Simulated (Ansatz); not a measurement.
## Checking a converged run of SrVO$_{3}$

The cell (5 atoms) is SrVO$_{3}$ as a test cell of our own (not relaxed).

All numbers below come from DFT, PBE+U, PAW (an earlier, harder data set), plane waves, scalar-relativistic in Ansatz development build ahead of 0.2.0.

```yaml
crystal:
  lattice:
    - [3.9462, 0, 0]
    - [0, 3.9462, 0]
    - [0, 0, 3.9462]
  atoms:
    - { symbol: Sr, position: [0, 0, 0] }
    - { symbol: V, position: [0.5, 0.5, 0.5], spin: 1.0 }
    - { symbol: O, position: [0.5, 0.5, 0] }
    - { symbol: O, position: [0.5, 0, 0.5] }
    - { symbol: O, position: [0, 0.5, 0.5] }
kpoints:
  mp_grid: { grid: [6, 6, 6], shift: [0, 0, 0] }
hamiltonian:
  xc: pbe
  pseudopotentials: { kind: paw }
  hubbard:
    occupation_matrices:
      up:
        matrix:
          - [0.3, 0, 0, 0, 0]
          - [0, 0.2, 0, 0, 0]
          - [0, 0, 0.2, 0, 0]
          - [0, 0, 0, 0.3, 0]
          - [0, 0, 0, 0, 0.9]
      dn:
        matrix:
          - [0.25, 0, 0, 0, 0]
          - [0, 0.1, 0, 0, 0]
          - [0, 0, 0.1, 0, 0]
          - [0, 0, 0, 0.25, 0]
          - [0, 0, 0, 0, 0.1]
    sites:
      - { site: 1, l: d, u_eff: 3.25, starting_ns: [{ spin: up, occupation_matrix: up }, { spin: down, occupation_matrix: dn }] }
magnetization:
  spin_polarized: true
scf:
  occupations: { method: gaussian, width: 0.1 }
```

Settings in force: cutoff 930 eV, smearing width 0.1 eV; occupation matrices typed (V2 up diagonal 0.3 0.2 0.2 0.3 0.9, V2 down diagonal 0.25 0.1 0.1 0.25 0.1), default search for lower states.

The run converged after 14 iterations in all: spin-polarised, site moments V2 0.86, O3 -0.07, O4 -0.01, O5 -0.01 μB, total 1.00 μB per cell.

The mesh is too coarse to rank close states of a metal with certainty: differences of some tens of meV/atom may change, at times in sign.

A static U favours moments and orbital order; the result depends on U and need not be the measured state. With one magnetic atom in the cell its copies can only be parallel; orders in a larger cell may lie lower.

Site moments are taken inside atomic spheres and don't add up to the total.

Eigenvalues of the Hubbard occupation matrices: V2 up 0.26 0.26 0.31 0.33 0.97, down 0.14 0.17 0.17 0.29 0.29.

Task: The run converged. Is this the lowest state of the cell, and if not, what lies lower and how is it reached?

Result: No, on this mesh. A state 14.3 meV/atom (0.072 eV per cell) lower exists in this cell: spin-polarised, site moments V2 0.88, O3 -0.03, O4 -0.03, O5 -0.03 μB, total 1.00 μB per cell. It was reached from: standard search for lower states [V2 1.00 μB]. Its occupation eigenvalues are V2 up 0.27 0.27 0.33 0.33 0.96, down 0.13 0.17 0.17 0.29 0.29. The run gave no warning of a lower state. Only collinear orders within this cell were tried; the true ground state may need a larger cell. No run without spin polarisation was made.
